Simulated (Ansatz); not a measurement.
Input and command of a plane-wave DFT calculation in Ansatz:

```yaml
crystal:
  lattice:
    - [1.515006, -2.16659, 0.0]
    - [1.515006, 2.16659, 0.0]
    - [0.0, 0.0, 8.541038]
  atoms:
    - { symbol: Zn, position: [0.5, 0.5, 0.76368] }
    - { symbol: Zn, position: [0.0, 0.0, 0.5] }
    - { symbol: Zn, position: [0.5, 0.5, 0.23632] }
    - { symbol: Cu, position: [0.0, 0.0, 0.0] }
basis:
  ecutwfc: 420
kpoints:
  mp_grid: { grid: [16, 16, 6] }
hamiltonian:
  xc: pbesol
scf:
  occupations: { method: gaussian, width: 0.1 }
output:
  forces: true
  stress: true
  eigenvalues: true
relax:
  adjacent_minimum: "off"
  f_tol: 0.005
  max_steps: 80
  cell: { stress_tol: 0.05 }
```

```bash
ansatz run input.yaml --threads 2 --pin off --max-ram 5120MiB --backend cpu --events-out ev --progress --plain --runs-dir out
```

Processor: Intel(R) Xeon(R) CPU @ 2.80GHz (Skylake/Cascade Lake), 2 threads, on a host shared with other jobs.

Question: How long does it run, and how much memory does it take?

Answer: About 5.3 min on 2 threads of Intel(R) Xeon(R) CPU @ 2.80GHz (Skylake/Cascade Lake) (shared host), peak memory 0.76 GiB. It solves 33 bands at 292 k points (the mesh reduced by symmetry) with about 1013 plane waves (on the last cell), in 159 SCF iterations over 21 ionic steps.
